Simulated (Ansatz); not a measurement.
One crystal and one scan (scan of one atom of the cell) at two levels, PBE (plane waves to 420 eV, PAW, scalar-relativistic; Ansatz, a first-principles code) and r2SCAN (plane waves to 500 eV, PAW, scalar-relativistic; Ansatz), each from its own relaxed cell and on its own mesh.

The crystal is Se (trigonal-Se type, space group P3_121); one Se atom of a 6-atom cell moves by s along Cartesian [110], with its periodic images.

E stands for the smeared free energy. Se was relaxed with its symmetry unable to fall. The PAW data are Ansatz's earlier set. As the smearing reaches across the gap at some points, energies and forces of such displacements shift with the k mesh and the smearing.

| quantity | run 1 | run 2 |
|---|---|---|
| Lattice constant a (Å) | 4.507 | 4.529 |
| Lattice constant c (Å) | 4.989 | 5.042 |
| Relaxed volume (Å³/atom) | 29.25 | 29.86 |
| Band gap of the relaxed cell, no spin-orbit coupling (eV) | 1.33 | 1.04 |
| Force constant k = d²E/ds² at s = 0 (finite differences) (eV/Å²) | 5.89 | 5.25 |

Which run is which level?

Run 2 is PBE, run 1 is r2SCAN. PBE gives the higher value for: lattice constant a; lattice constant c; relaxed volume. PBE gives the lower value for: band gap of the relaxed cell, no spin-orbit coupling; force constant k = d²E/ds² at s = 0. Both give the same shape of the curve: a single well with its minimum at or next to zero displacement.

(A displaced cell: forces are minus the slopes of the energy, force constants its curvatures, and phonons follow from these.)
